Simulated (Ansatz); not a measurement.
InP:
```cif
data_In4P4
_chemical_formula_sum 'In4 P4'
_space_group_name_H-M_alt 'P 1'
_space_group_IT_number 1
_cell_length_a 4.17272
_cell_length_b 4.17272
_cell_length_c 13.66442
_cell_angle_alpha 90.000
_cell_angle_beta 90.000
_cell_angle_gamma 120.000
loop_
_space_group_symop_operation_xyz
  'x, y, z'
loop_
_atom_site_label
_atom_site_type_symbol
_atom_site_fract_x
_atom_site_fract_y
_atom_site_fract_z
_atom_site_occupancy
In1 In 0.66667 0.33333 0.00001 1
P1 P 0.66667 0.33333 0.18770 1
In2 In 0.00000 0.00000 0.25011 1
P2 P 0.00000 0.00000 0.43718 1
In3 In 0.33333 0.66667 0.50001 1
P3 P 0.33333 0.66667 0.68770 1
In4 In 0.00000 0.00000 0.75011 1
P4 P 0.00000 0.00000 0.93718 1
```

Relaxed with r²SCAN. DFT-r²SCAN in the program Ansatz with PAW potentials gives a gap of 1.07 eV.

What gap does HSE06 give on the same cell (Ansatz, PAW)?

1.40 eV, 0.33 eV more. The hybrid was solved on a coarser mesh and at special points; its gap is the smallest among all of these.

| k | v1 r²SCAN | c1 r²SCAN | v1 HSE06 | c1 HSE06 |
|---|---|---|---|---|
| Γ | 0.00 | 1.07 | 0.00 | 1.40 |
| A | -0.18 | 1.79 | ___ | ___ |
| K | -1.46 | 2.91 | -1.53 | 3.34 |
| H | -1.78 | 2.86 | ___ | ___ |
| M | -0.99 | 1.84 | ___ | ___ |
| L | -1.25 | 2.20 | ___ | ___ |

Top valence (v1) and lowest conduction level (c1) in eV from each method's valence maximum (which need not be a listed point): supply the withheld HSE06 values.


- H, v1 HSE06: -1.87
- H, c1 HSE06: 3.29
- M, v1 HSE06: -1.05
- M, c1 HSE06: 2.22
- A, v1 HSE06: -0.19
- A, c1 HSE06: 2.18
- L, v1 HSE06: -1.32
- L, c1 HSE06: 2.62

Cost on shared cores: the r²SCAN run (SCF on a 8×8×2 mesh, then bands and DOS) around 4 core-minutes (rough), the HSE06 run (SCF on 5×5×2, then a few points) roughly 4 core-minutes; the tasks are unlike.

Space group P6_3mc. The start of the workflow was typed in or built on a structure type; the Crystallography Open Database copy checked does not list it. It is not the phase usual at ambient conditions (space group No. 216). Symmetry was held in the r²SCAN relaxation; whether a distortion lowers the energy is not shown. Spin–orbit coupling is left out wherever it is not named.

Potentials: the later of the program's two PAW sets.
